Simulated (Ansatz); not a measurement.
Total density of states per atom from r²SCAN in the plane-wave PAW code Ansatz, in 0.25 eV bins, energy from the valence-band maximum:

```
E (eV) | states/eV/atom
    -7.85 |  0.00
    -7.60 | ## 0.04
    -7.35 | ######### 0.20
    -7.10 | ############### 0.33
    -6.85 | ################### 0.40
    -6.60 | #################### 0.42
    -6.35 | ############## 0.29
    -6.10 | ######## 0.18
    -5.85 | ############ 0.26
    -5.60 | ############################## 0.63
    -5.35 | ####################### 0.48
    -5.10 | ############################# 0.62
    -4.85 | ################## 0.38
    -4.60 | ############ 0.25
    -4.35 | ############ 0.26
    -4.10 | ############## 0.29
    -3.85 | ################## 0.38
    -3.60 | ###################### 0.48
    -3.35 | ######################### 0.54
    -3.10 | ################## 0.38
    -2.85 | ################## 0.38
    -2.60 | ########################### 0.57
    -2.35 | ####################### 0.49
    -2.10 | ########################## 0.56
    -1.85 | ############################## 0.63
    -1.60 | ############################# 0.63
    -1.35 | ############################## 0.64
    -1.10 | ############ 0.27
    -0.85 | ################ 0.35
    -0.60 | ############### 0.31
    -0.35 | ######### 0.19
    -0.10 | ######## 0.17
     0.15 |  0.00
     0.40 |  0.00
     0.65 |  0.00
     0.90 |  0.00
     1.15 |  0.00
     1.40 |  0.00
     1.65 |  0.00
     1.90 |  0.00
     2.15 |  0.00
     2.40 |  0.00
     2.65 |  0.00
     2.90 | # 0.01
     3.15 | # 0.02
     3.40 | # 0.03
     3.65 | ## 0.04
     3.90 | ### 0.06
     4.15 | #### 0.08
     4.40 | ##### 0.12
     4.65 | ######## 0.16
     4.90 | ########### 0.23
     5.15 | ############## 0.30
     5.40 | ################# 0.35
     5.65 | ############### 0.32
     5.90 | ################## 0.37
     6.15 | ############ 0.26
     6.40 | ################# 0.36
     6.65 | ################# 0.36
     6.90 | ################ 0.34
     7.15 | ############### 0.33
```

**Question.** Which compound is it?
A. HfO2, rutile
B. As2O3, P2_1/c (Pearson symbol mP20)
C. AlN, wurtzite
D. MgAl3N3O, Pm (Pearson symbol mP8)

**Answer.** D, MgAl3N3O, Pm (Pearson symbol mP8). Top 1 eV of the valence band: N 2p 92 %. Bottom 1 eV of the conduction band: Al 3s 32 %, Al 3p 19 %, N 2s 17 %, O 2s 12 %, N 2p 9 %, Mg 3s 6 %. Projections are on Löwdin-orthogonalised atomic valence shells; empty p or d shells of many metals are not among them.

The start of the workflow was typed in or built on a structure type; neither database checked (COD, Materials Project) lists it. Whether it is the stable phase at ambient conditions was not checked. The r²SCAN relaxation kept the symmetry of its start; its stability against distortions is not shown here.

Potentials: the earlier of the program's two PAW sets.
